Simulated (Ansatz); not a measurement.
Starting cell, CsPbBr$_{3}$ (cubic perovskite):

```
CELL_PARAMETERS angstrom
      6.00277     0.00000     0.00000
      0.00000     6.00277     0.00000
      0.00000     0.00000     6.00277
ATOMIC_POSITIONS crystal
  Cs 0.00000 0.00000 0.00000
  Pb 0.50000 0.50000 0.50000
  Br 0.00000 0.50000 0.50000
  Br 0.50000 0.50000 0.00000
  Br 0.50000 0.00000 0.50000
```

Scan: atom 4 (Br, nearest neighbour Pb at 3.001 Å; its periodic images, 6.0 Å or more away, move with it) is displaced along Cartesian [111], direction (0.577, 0.577, 0.577) in Cartesian axes, by s. The other atoms stay.

Computed with PBE (plane waves to 420 eV, PAW, scalar-relativistic; Ansatz, a program for electronic structure). k mesh 5×5×5 (Γ-centred), Fermi-Dirac smearing 0.05 eV. Energies are smeared free energies. CsPbBr3 was relaxed with its symmetry unable to fall. Spin-orbit coupling is left out, though Pb is heavy. The PAW data are Ansatz's earlier set. This is a high-temperature form of CsPbBr3. ΔE is measured from the undisplaced structure.

Successive frames, forces in eV/Å:

```csv
frame,ΔE (eV/cell),F on Cs1,F on Pb2,F on Br3,F on Br4,F on Br5
s = 0.000 Å,0.0000,"(0.000, 0.000, 0.000)","(0.000, 0.000, 0.000)","(0.000, 0.000, 0.000)","(0.000, 0.000, 0.000)","(0.000, 0.000, 0.000)"
s = -0.120 Å,0.0048,"(0.006, 0.006, -0.005)","(-0.007, -0.007, -0.073)","(-0.018, 0.005, -0.018)","(0.014, 0.014, 0.113)","(0.005, -0.018, -0.018)"
s = -0.240 Å,0.0202,"(0.011, 0.011, -0.011)","(-0.012, -0.012, -0.169)","(-0.036, 0.010, -0.036)","(0.028, 0.028, 0.252)","(0.010, -0.036, -0.036)"
```

Problem. What are the energy and the forces in the next frame, s = -0.360 Å?

Solution. ΔE (eV/cell) = 0.0486.

| atom | Fx | Fy | Fz |
|---|---|---|---|
| Cs1 | 0.011 | 0.011 | -0.015 |
| Pb2 | -0.012 | -0.012 | -0.307 |
| Br3 | -0.057 | 0.015 | -0.057 |
| Br4 | 0.043 | 0.043 | 0.436 |
| Br5 | 0.015 | -0.057 | -0.057 |

(A displaced cell: forces are minus the slopes of the energy, force constants its curvatures, and phonons follow from these.)
